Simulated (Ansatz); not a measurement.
# Computed properties of LuB$_{2}$Os$_{3}$

LuB₂Os₃:
```
LuB2Os3
1.0
    5.44165     0.00000     0.00000
   -2.72082     4.71260     0.00000
    0.00000     0.00000     2.97408
B Os Lu
2 3 1
Direct
  0.33333   0.66667   0.00000
  0.66667   0.33333   0.00000
  0.50000   0.00000   0.50000
  0.50000   0.50000   0.50000
  0.00000   0.50000   0.50000
  0.00000   0.00000   0.00000
```

Space group P6/mmm (No. 191); conventional cell a = b = 5.442 Å, c = 2.974 Å, α = β = 90.00°, γ = 120.00°.

Method: plane-wave PAW LDA (Ansatz code). The cell and atoms are relaxed at this level. Other levels are named where they apply.

Cell and energy:

- Volume per atom: 12.71 Å³
- Density: 16.71 g/cm³
- Formation energy from the elements (no fitted shifts): -0.32 eV/atom

Electronic structure:

Electronic character: metallic (no gap)
Density of states at the Fermi level: 0.40 states/eV per atom (mean over ±0.08 eV)

Mechanics:

- Bulk modulus (Birch–Murnaghan fit) = 294 GPa
- Pressure derivative B′ = 4.4
- Elastic constants (relaxed ions, GPa) = C11 = 450, C12 = 236, C13 = 194, C33 = 502, C44 = 168
- Mechanical stability = stable (all eigenvalues of C positive)
- Hill bulk and shear moduli = 294 and 138 GPa
- Young's modulus = 357 GPa
- Poisson's ratio = 0.30
- Debye temperature from the elastic constants = 409 K

Phonons:

* **Highest zone-centre frequency**: 87.5 meV
* **Zone-centre stability**: unstable, softest mode 41i cm⁻¹

The workflow started from an entry of the Crystallography Open Database (COD). Its standing as an ambient phase is unchecked. The cell was relaxed with LDA under the symmetry of its start; of distortions, only those at the zone centre were tested, and some modes there are weakly imaginary. No spin polarisation was allowed. As this level gives no gap, shear constants depend on the k-mesh and smearing (Fermi–Dirac, 0.1 eV here). As this level gives no gap, phonon frequencies hold no LO–TO term and depend on the k-mesh and smearing (Fermi–Dirac, 0.1 eV here). On the denser mesh and wider smearing of the elastic run this cell carries a stress of 0.3 GPa. The references are the lowest solids computed at this level, not always the standard phases. Spin–orbit coupling is left out wherever it is not named.

Potentials: the later of the program's two PAW sets.
